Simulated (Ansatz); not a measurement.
Relaxing a structure of Te₂Mo

The start is a generated cell, Te2Mo placed in the AFLOW prototype AB2_hP12_194_f_ah (C14, as in MgZn2). Cell shape, volume and atoms are optimised at zero target pressure with r2SCAN (plane waves to 500 eV, PAW, scalar-relativistic; Ansatz, an electronic-structure program). The first steps use a coarse 4×4×2 k-mesh.

Initial structure:
```yaml
crystal:
  lattice:
    - [6.44318, 0.00000, 0.00000]
    - [-3.22159, 5.57996, 0.00000]
    - [0.00000, 0.00000, 10.56716]
  atoms:
    - { symbol: Mo, position: [0.33333, 0.66667, 0.06286] }
    - { symbol: Mo, position: [0.66667, 0.33333, 0.56286] }
    - { symbol: Mo, position: [0.66667, 0.33333, 0.93714] }
    - { symbol: Mo, position: [0.33333, 0.66667, 0.43714] }
    - { symbol: Te, position: [0.00000, 0.00000, 0.00000] }
    - { symbol: Te, position: [0.00000, 0.00000, 0.50000] }
    - { symbol: Te, position: [0.83049, 0.16951, 0.25000] }
    - { symbol: Te, position: [0.66097, 0.83049, 0.75000] }
    - { symbol: Te, position: [0.83049, 0.66097, 0.25000] }
    - { symbol: Te, position: [0.16951, 0.83049, 0.75000] }
    - { symbol: Te, position: [0.33903, 0.16951, 0.25000] }
    - { symbol: Te, position: [0.16951, 0.33903, 0.75000] }
```

**Question.** What pressure does the first self-consistent step give?

**Answer.** -10 GPa (negative: the cell is under tension).

**Question.** Which atoms feel the largest initial force, and how large is it?

**Answer.** About 0.8 eV/Å, on Te7, Te8, Te9, Te10, Te11, Te12 (atoms numbered as listed).

**Question.** By how much does the energy per atom fall from start to end?

**Answer.** 1.04 to 1.05 eV/atom (the two k-meshes of the run give this range).

**Question.** What band gap does the relaxed structure have at this level?

**Answer.** Zero (metallic).

The space group stays P6₃/mmc (No. 194) (the run could not lower it), with 12 atoms in the primitive cell. Final values are on a 8×8×4 k-mesh of the relaxed cell. The relaxed cell holds bonded Te–Te pairs (2.90 Å). No spin polarisation in the result.

The run could not lose the symmetry of its start.

The first start was generated by placing the elements on the sites of a structure type. A measured structure of Te2Mo has the same space group, P6₃/mmc (No. 194); the sites were not compared with it.
